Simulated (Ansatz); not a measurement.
La$_{2}$Ga$_{9}$Ru$_{3}$:
```yaml
crystal:
  lattice:
    - [6.46301, -3.82560, 0.00000]
    - [6.46301, 3.82560, 0.00000]
    - [0.00000, 0.00000, 9.94698]
  atoms:
    - { symbol: La, position: [0.32541, 0.99905, 0.75000] }
    - { symbol: La, position: [0.67459, 0.00095, 0.25000] }
    - { symbol: La, position: [0.99905, 0.32541, 0.25000] }
    - { symbol: La, position: [0.00095, 0.67459, 0.75000] }
    - { symbol: Ga, position: [0.86009, 0.13991, 0.75000] }
    - { symbol: Ga, position: [0.13991, 0.86009, 0.25000] }
    - { symbol: Ga, position: [0.66171, 0.01541, 0.57004] }
    - { symbol: Ga, position: [0.33829, 0.98459, 0.42996] }
    - { symbol: Ga, position: [0.33829, 0.98459, 0.07004] }
    - { symbol: Ga, position: [0.66171, 0.01541, 0.92996] }
    - { symbol: Ga, position: [0.01541, 0.66171, 0.42996] }
    - { symbol: Ga, position: [0.98459, 0.33829, 0.57004] }
    - { symbol: Ga, position: [0.98459, 0.33829, 0.92996] }
    - { symbol: Ga, position: [0.01541, 0.66171, 0.07004] }
    - { symbol: Ga, position: [0.65740, 0.34260, 0.05474] }
    - { symbol: Ga, position: [0.34260, 0.65740, 0.94526] }
    - { symbol: Ga, position: [0.34260, 0.65740, 0.55474] }
    - { symbol: Ga, position: [0.65740, 0.34260, 0.44526] }
    - { symbol: Ga, position: [0.45293, 0.33915, 0.75000] }
    - { symbol: Ga, position: [0.54707, 0.66085, 0.25000] }
    - { symbol: Ga, position: [0.33915, 0.45293, 0.25000] }
    - { symbol: Ga, position: [0.66085, 0.54707, 0.75000] }
    - { symbol: Ru, position: [0.67546, 0.67546, 0.50000] }
    - { symbol: Ru, position: [0.32454, 0.32454, 0.50000] }
    - { symbol: Ru, position: [0.32454, 0.32454, 0.00000] }
    - { symbol: Ru, position: [0.67546, 0.67546, 0.00000] }
    - { symbol: Ru, position: [0.00000, 0.00000, 0.50000] }
    - { symbol: Ru, position: [0.00000, 0.00000, 0.00000] }
```

Relaxed with r²SCAN. Special points in fractions of this cell's reciprocal vectors: Γ (0.000, 0.000, 0.000); Y (0.500, 0.500, 0.000); F0 (0.338, 0.662, 0.000); Δ0 (-0.338, 0.338, 0.000); Z (0.000, 0.000, 0.500); B0 (-0.338, 0.338, 0.500); G0 (0.338, 0.662, 0.500); T (0.500, 0.500, 0.500); S (0.000, 0.500, 0.000); R (0.000, 0.500, 0.500).

Question: List the band energies nearest the Fermi level at these points for DFT-r²SCAN in the program Ansatz with PAW potentials.

Answer: In eV from the Fermi level; about four levels below and three above (degenerate sets whole), none deeper than 8.9 eV; points with the same levels are listed once.

```tsv
k	below	above
Γ	-0.56 -0.48 -0.40 -0.27	0.00 0.07 0.29
Y	-0.39 -0.28 -0.13 -0.10	0.13 0.34 0.57 0.58
F0	-0.22 -0.14 -0.13 -0.05	0.00 0.20 0.29
Z	-0.36 -0.36 -0.30 -0.30	0.50 0.50 0.68 0.68
B0	-0.10 -0.10 -0.01 -0.01	0.24 0.24 1.45 1.45
T	-0.18 -0.18 -0.12 -0.12	0.16 0.16 0.39 0.39
S	-0.63 -0.59 -0.45 -0.12	0.20 0.31 0.38
R	-0.69 -0.69 -0.35 -0.35	0.12 0.12 0.33 0.33
```

Space group Cmcm. The workflow started from a Materials Project entry (that database holds measured and hypothetical structures alike); the Crystallography Open Database copy checked does not list it. Its standing as an ambient phase is unchecked. The cell was relaxed with r²SCAN under the symmetry of its start; whether a distortion lowers the energy is not shown. The run is not spin-polarised. Spin–orbit coupling is left out wherever it is not named.

Potentials: the later of the program's two PAW sets.
